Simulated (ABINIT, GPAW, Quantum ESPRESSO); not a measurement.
**MgSn2N2: programs and potentials compared**

```
CELL_PARAMETERS angstrom
3.36055 0.00000 0.00000
0.00000 3.36055 0.00000
0.00000 0.00000 8.18839
ATOMIC_POSITIONS crystal
Sn 0.99056 0.99028 0.30390
Sn 0.00937 0.99054 0.68735
Mg 0.49931 0.50341 0.00572
N 0.49885 0.98327 0.84892
N 0.99788 0.49279 0.15179
```

The cell comes from a database or a generator and needn't be the stable form of this composition.

Atoms were shifted at random by some hundredths of an Å from the given cell, which wasn't relaxed again for these runs.

Alike in all runs: task single point; functional PBE; k mesh 8 × 8 × 4; occupations fermi-dirac, width 0.05 eV; no spin polarisation; no spin-orbit coupling. A missing gap at this level doesn't show that the real crystal is a metal. Pressure is positive in compression and, in plane waves, holds the error of the finite cutoff.

```csv
program and potentials,plane-wave cutoff (eV),notes,band gap (eV),pressure (GPa),largest force (eV/Å),energy over the undisturbed cell (meV/atom)
"GPAW, GPAW PAW data sets (gpaw-data 1.2.1)",800,9.6 valence electrons an atom on average,no gap,-0.51,0.759,-
"ABINIT, JTH PAW PBE v2.0",707,9.6 valence electrons an atom on average,no gap,-0.19,0.751,10.68
"Quantum ESPRESSO, SSSP 1.3 efficiency PBE",816,8 valence electrons an atom on average,no gap,0.11,0.759,10.73
```

Force on atom 3 (Mg), eV/Å:

```json
{"program and potentials": "GPAW, GPAW PAW data sets (gpaw-data 1.2.1)", "x": "-0.041", "y": "-0.438", "z": "-0.619"}
{"program and potentials": "ABINIT, JTH PAW PBE v2.0", "x": "-0.041", "y": "-0.429", "z": "-0.615"}
{"program and potentials": "Quantum ESPRESSO, SSSP 1.3 efficiency PBE", "x": "-0.041", "y": "-0.439", "z": "-0.618"}
```

None finds a gap. The pressure spans -0.51 (GPAW, GPAW PAW data sets (gpaw-data 1.2.1)) to 0.11 GPa (Quantum ESPRESSO, SSSP 1.3 efficiency PBE).

Differences between rows come from potentials, basis sets and numerical settings, since the functional is the same but for its coding. Runs on potential files found faulty are left out.
